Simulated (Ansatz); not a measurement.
Here is the system:

Hg:
```cif
data_Hg
_chemical_formula_sum 'Hg1'
_space_group_name_H-M_alt 'P 1'
_space_group_IT_number 1
_cell_length_a 3.11629
_cell_length_b 3.11629
_cell_length_c 3.11629
_cell_angle_alpha 90.000
_cell_angle_beta 90.000
_cell_angle_gamma 90.000
loop_
_space_group_symop_operation_xyz
  'x, y, z'
loop_
_atom_site_label
_atom_site_type_symbol
_atom_site_fract_x
_atom_site_fract_y
_atom_site_fract_z
_atom_site_occupancy
Hg1 Hg 0.00000 0.00000 0.00000 1
```

This is the PBE-relaxed structure.

**Question.** All from PBE (plane waves, PAW; program Ansatz), unless another level is named. Predict the density of states at the Fermi level.

**Answer.** 0.31 states/eV per atom (mean over ±0.08 eV).

**Question.** What about the gap with spin–orbit coupling?

**Answer.** none (metallic).

Space group Pm-3m (simple cubic). The cell is a constructed one: a structure type filled with these elements; neither database checked (COD, Materials Project) lists it. It is not the usual solid phase (space group No. 166). The cell was relaxed with PBE under the symmetry of its start; its stability against distortions is not shown here. The substance is a gas or liquid at ambient conditions. Scalar-relativistic: spin–orbit coupling is off unless named, which matters more the heavier the elements.

Potentials: the later of the program's two PAW sets.
